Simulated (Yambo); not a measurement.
```xyz
10
Lattice="0.0000 4.1574 4.1574 4.1574 0.0000 4.1574 4.1574 4.1574 0.0000" Properties=species:S:1:pos:R:3 pbc="T T T"
O      2.0169     4.1574     4.1574
O      6.2979     4.1574     4.1574
O      4.1574     2.0169     4.1574
O      4.1574     6.2979     4.1574
O      4.1574     4.1574     2.0169
O      4.1574     4.1574     6.2979
Sc     4.1574     4.1574     4.1574
Ba     2.0787     2.0787     2.0787
Ba     6.2361     6.2361     6.2361
Ta     0.0000     0.0000     0.0000
```

The geometry is that of Materials Project entry mp-1205823, symmetrised and not relaxed again.

Q: Where are the main features of Im ε from RPA with local fields on PBEsol bands (Yambo; 4×4×4 mesh, 124 bands, 3 Ry local-field block, 0.2 eV broadening; field along x)?

A: Peaks at 4.5 eV (3.6), 5.9 eV (6.6), 7.5 eV (6.0), 8.9 eV (5.0), 17.5 eV (1.6), heights in brackets. Peak heights and small wiggles depend on the k mesh. Convergence of the RPA response with its 4×4×4 mesh was not tested. No excitonic effects at this level. Without spin-orbit coupling, band edges of such heavy elements can be off by tenths of an eV.

The structure is a Materials Project entry; no match was found in the copy of COD used, and its stability was not checked.
